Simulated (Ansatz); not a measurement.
AgI (wurtzite, P6_3mc), plane-wave PAW PBE (Ansatz code). The conduction-band minimum lies at Γ, with 1 equivalent valley. Second derivatives d²E/dk² of the lowest band at one valley (eV·Å²), along Cartesian directions:

```
direction  d²E/dk²
---------  -------
[100]        41.86
[010]        41.86
[001]        44.74
[110]        41.86
[101]        43.31
[011]        43.31
```

Find the principal effective masses, the density-of-states mass and the conductivity mass.

Off-diagonal terms follow from H_xy = H[110] − (H_xx + H_yy)/2, and m*/mₑ = 7.620 eV·Å² over each eigenvalue: 0.17, 0.18, 0.18. One valley's DOS mass (m₁m₂m₃)^(1/3) = 0.18, conductivity mass 3/(Σ 1/mᵢ) = 0.18 mₑ.

What effective density of states Nc follows at 300 K for parabolic valleys?

Nc = 2.509e19 × 1 × (0.18)^(3/2) ≈ 1.9e18 cm⁻³.

The cell was relaxed with PBE under the symmetry of its start. The run is not spin-polarised. Scalar-relativistic: spin–orbit coupling is off unless named, which matters more the heavier the elements.

Potentials: the later of the program's two PAW sets.

Edges and masses are those of Kohn–Sham bands, whose gap is no quasiparticle gap.
